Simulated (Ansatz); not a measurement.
Structure: Ba₃CaF₈ on the sites of the fluorite structure (relaxed group Cmmm), at its r2SCAN minimum. The symmetry is Cmmm (No. 65, orthorhombic); a = 8.456 Å, b = 12.076 Å, c = 4.269 Å in the conventional setting, 18.16 Å³ an atom. Ca is surrounded by 8 F at 2.41–2.53 Å; F is surrounded by 4 Ba at 2.60–2.61 Å; F is surrounded by 2 Ca at 2.53 Å and 2 Ba at 2.69 Å; Ba is surrounded by 8 F at 2.60–2.69 Å; F is surrounded by 1 Ca at 2.41 Å and 3 Ba at 2.67–2.69 Å; Ba is surrounded by 8 F at 2.61–2.69 Å.

```
Ca F Ba
1.0
     4.22818   -6.03781    0.00000
     4.22818    6.03781    0.00000
     0.00000    0.00000    4.26877
Ca F Ba
1 8 3
Direct
  0.00000 0.00000 0.00000
  0.37514 0.62486 0.50000
  0.11267 0.88733 0.50000
  0.88779 0.65159 0.00000
  0.65159 0.88779 0.00000
  0.34841 0.11221 0.00000
  0.11221 0.34841 0.00000
  0.88733 0.11267 0.50000
  0.62486 0.37514 0.50000
  0.50000 0.00000 0.50000
  0.00000 0.50000 0.50000
  0.50000 0.50000 0.00000
```

4 runs of the plane-wave code Ansatz on this cell differ in the functional (and in the settings that go with it). Levels are in eV from each run's valence top; v1 is the last filled band, c1 the first empty one.

Run A, mean stress +0.5 GPa (compression positive):

| point | v5 | v3 | v1 | c1 | c2 | c3 |
| --- | --- | --- | --- | --- | --- | --- |
| Γ | -0.63 | -0.42 | -0.02 | 8.13 | 8.97 | 10.54 |
| Y | -0.56 | -0.39 | -0.09 | 9.02 | 9.32 | 10.07 |
| C₀ | -0.57 | -0.41 | -0.10 | 9.14 | 9.18 | 9.94 |
| Z | -0.63 | -0.37 | 0.00 | 8.75 | 9.46 | 9.58 |
| A₀ | -0.55 | -0.44 | -0.15 | 8.52 | 9.25 | 9.90 |
| T | -0.64 | -0.45 | -0.19 | 8.39 | 9.20 | 10.36 |

Run B, mean stress +1.8 GPa (compression positive):

| point | v5 | v3 | v1 | c1 | c2 | c3 |
| --- | --- | --- | --- | --- | --- | --- |
| Γ | -0.57 | -0.38 | -0.01 | 6.24 | 7.03 | 8.36 |
| Y | -0.52 | -0.36 | -0.08 | 7.13 | 7.38 | 8.07 |
| C₀ | -0.53 | -0.38 | -0.08 | 7.24 | 7.25 | 7.99 |
| Z | -0.60 | -0.33 | 0.00 | 6.85 | 7.46 | 7.59 |
| A₀ | -0.52 | -0.40 | -0.13 | 6.63 | 7.30 | 7.92 |
| T | -0.62 | -0.42 | -0.15 | 6.51 | 7.25 | 8.25 |

Run C, mean stress 0.0 GPa (compression positive):

| point | v5 | v3 | v1 | c1 | c2 | c3 |
| --- | --- | --- | --- | --- | --- | --- |
| Γ | -0.57 | -0.40 | -0.02 | 6.76 | 7.53 | 9.11 |
| Y | -0.54 | -0.38 | -0.08 | 7.58 | 7.84 | 8.58 |
| C₀ | -0.54 | -0.40 | -0.09 | 7.70 | 7.70 | 8.49 |
| Z | -0.61 | -0.34 | 0.00 | 7.27 | 7.95 | 8.06 |
| A₀ | -0.53 | -0.40 | -0.13 | 7.05 | 7.77 | 8.41 |
| T | -0.63 | -0.41 | -0.16 | 6.93 | 7.72 | 8.98 |

Run D, mean stress +0.4 GPa (compression positive):

| point | v5 | v3 | v1 | c1 | c2 | c3 |
| --- | --- | --- | --- | --- | --- | --- |
| Γ | -0.64 | -0.42 | -0.02 | 8.91 | 9.75 | 11.33 |
| Y | -0.56 | -0.39 | -0.09 | 9.80 | 10.11 | 10.85 |
| C₀ | -0.57 | -0.42 | -0.09 | 9.93 | 9.97 | 10.72 |
| Z | -0.63 | -0.37 | 0.00 | 9.53 | 10.25 | 10.37 |
| A₀ | -0.55 | -0.44 | -0.15 | 9.31 | 10.04 | 10.69 |
| T | -0.64 | -0.46 | -0.19 | 9.18 | 9.99 | 11.15 |

Question: Match the runs to PBE, r2SCAN, HSE06, PBE0.

Answer: A is HSE06, B is PBE, C is r2SCAN, D is PBE0. In order of the gap: PBE 6.24, r2SCAN 6.76, HSE06 8.13, PBE0 8.91 eV. The stress vanishes for r2SCAN, which relaxed the cell.

The cell comes from a prototype generator: it can be a known phase or a hypothetical one. Spin polarisation is off.

The runs are scalar-relativistic, without spin-orbit coupling.

The stress of a hybrid is loosely converged in these runs.

The meshes of the hybrids are coarse, so their gaps aren't converged to the digits shown.
